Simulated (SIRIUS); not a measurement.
A self-consistent single point of Ti₃Al (P6_3/mmc, 8 atoms in the cell; from Materials Project mp-1823, changed as shown).

```xyz
8
Lattice="5.7477 0.0000 0.0000 -2.8739 4.9777 0.0000 0.0000 0.0000 4.7232" Properties=species:S:1:pos:R:3 pbc="T T T"
Ti     2.8738     3.2843     1.1808
Ti     0.0000     1.6934     3.5424
Ti    -1.4073     4.1310     3.5424
Ti     4.2812     0.8467     1.1808
Ti     1.4665     0.8467     1.1808
Ti     1.4073     4.1310     3.5424
Al     0.0000     3.3184     1.1808
Al     2.8739     1.6592     3.5424
```

Level of theory: PBE, GBRV PBE ultrasoft pseudopotentials (plane waves; SIRIUS).

SIRIUS settings:

* **parameters.ngridk**: 4 4 4
* **parameters.xc_functionals**: [XC_GGA_X_PBE, XC_GGA_C_PBE]
* **parameters.gk_cutoff**: 6.325 1/bohr
* **parameters.pw_cutoff**: 14.143 1/bohr
* **parameters.smearing**: fermi_dirac
* **parameters.smearing_width**: 0.00367493 Ha
* **potentials**: GBRV PBE ultrasoft pseudopotentials
* **parameters.electronic_structure_method**: pseudopotential
* **parameters.num_bands**: 47
* **parameters.num_mag_dims**: 0
* **parameters.num_dft_iter**: 100
* **parameters.energy_tol**: 1e-07 Ha
* **parameters.density_tol**: 1e-06
* **mixer.type**: anderson
* **mixer.beta**: 0.5
* **mixer.use_hartree**: true

Results:

* **Number of valence electrons**: 78
* **Number of bands**: 47
* **Number of k-points after the program's reduction**: 12
* **Number of plane waves (most at a k-point)**: 3926
* **Number of SCF iterations**: 15
* **FFT grid**: 54 × 54 × 45
* **Free energy E − TS**: -9919.7960 eV
* **Fermi level (on the code's own zero)**: 12.00 eV
* **Pressure**: -1.26 GPa
* **Largest force (vector length)**: 0.056 eV/Å

Forces (eV/Å):
```csv
atom,Fx,Fy,Fz
Ti1,0.000,0.056,0.000
Ti2,0.000,-0.056,0.000
Ti3,-0.048,0.028,0.000
Ti4,0.048,-0.028,0.000
Ti5,-0.048,-0.028,0.000
Ti6,0.048,0.028,0.000
Al7,0.000,0.000,0.000
Al8,0.000,0.000,0.000
```

Stress (GPa, positive for compression):
```
-0.46   0.00   0.00
 0.00  -0.46   0.00
 0.00   0.00  -2.86
```

For comparison: a first run was changed to give this one (lattice vector c scaled by 1.02), and from it to this one the free energy rises by 1.5 meV/atom, the pressure goes from 1.06 to -1.26 GPa and the largest force goes from 0.063 to 0.056 eV/Å.

The structure comes from a collection of computed structures, made at another level of theory; the collection holds predicted forms beside known ones. No clean gap shows at this smearing width and mesh (spacing up to 0.33 Å⁻¹); the mesh is coarse for partly filled bands, so the values carry mesh errors.

Cost on one core: around 80 core-seconds (rough).
